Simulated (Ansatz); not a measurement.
KIO$_{3}$:
```
CELL_PARAMETERS angstrom
      3.08428     1.78071     2.60939
     -3.08428     1.78071     2.60939
      0.00000    -3.56142     2.60939
ATOMIC_POSITIONS crystal
  K  0.00570 0.00570 0.00570
  I  0.50879 0.50879 0.50879
  O  0.54801 0.54801 0.09459
  O  0.09459 0.54801 0.54801
  O  0.54801 0.09459 0.54801
```

Relaxed with PBEsol. Special points in fractions of this cell's reciprocal vectors: Γ (0.000, 0.000, 0.000); T (0.500, 0.500, 0.500); H2 (0.523, 0.477, 0.500); H0 (0.500, -0.477, 0.477); L (0.500, 0.000, 0.000); S0 (0.489, -0.489, 0.000); S2 (0.511, 0.000, 0.489); F (0.500, 0.000, 0.500).

Q: List the band energies nearest the valence-band maximum at these points for plane-wave PAW PBEsol with spin–orbit coupling (Ansatz code).

A: In eV from the valence-band maximum; about four levels below and three above (degenerate sets whole), none deeper than 8.9 eV; points with the same levels are listed once.

```tsv
k	below	above
Γ	-1.64 -1.64 -1.44 -1.44	4.87 4.87 6.37 6.37
T	-0.87 -0.87 -0.03 -0.03	1.96 1.96 2.40 2.40
H2	-0.88 -0.87 -0.08 -0.01	1.92 2.04 2.42 2.42
L	-1.55 -1.55 -1.38 -1.38	3.84 3.84 6.08 6.08
S0	-0.99 -0.99 -0.61 -0.59	2.84 2.90 3.65
F	-0.99 -0.99 -0.60 -0.60	2.86 2.86 3.66 3.66
```

Space group R3m. The first step of the workflow began from a Materials Project structure, measured or hypothetical; the Crystallography Open Database files this formula in space group No. 160, but the cells were not matched. Whether it is the stable phase at ambient conditions was not checked. Symmetry was held in the PBEsol relaxation; whether a distortion lowers the energy is not shown.

Potentials: the later of the program's two PAW sets.
